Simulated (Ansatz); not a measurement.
TaC (zinc blende, space group No. 216) at seven volumes, DFT-PBEsol in the program Ansatz with PAW potentials, scaled uniformly. One row is withheld.

```tsv
V (Å³/atom)	P (GPa)
12.507	26.97
12.920	?
13.332	7.68
13.744	0.00
14.157	-6.61
14.569	-12.30
14.981	-17.20
```

Task: Fit the shown pressures and predict the withheld one.

Result: Third-order Birch–Murnaghan: P = (3/2)B₀(x^(7/2) − x^(5/2))[1 + (3/4)(B′ − 4)(x − 1)] with x = (V₀/V)^(2/3). Least squares on the six rows gives V₀ = 13.744 Å³/atom, B₀ = 237.0 GPa, B′ = 3.98. At V = 12.920, x = 1.0421 and P = 16.57 GPa. The run itself gave 16.60 GPa.

Space group F-43m (zinc blende). The start of the workflow was typed in or built on a structure type; neither database checked (COD, Materials Project) lists it. It is not the phase usual at ambient conditions (space group No. 225). Symmetry was held in the PBEsol relaxation; its stability against distortions is not shown here. The run is not spin-polarised. Spin–orbit coupling is left out wherever it is not named.

Potentials: the later of the program's two PAW sets.
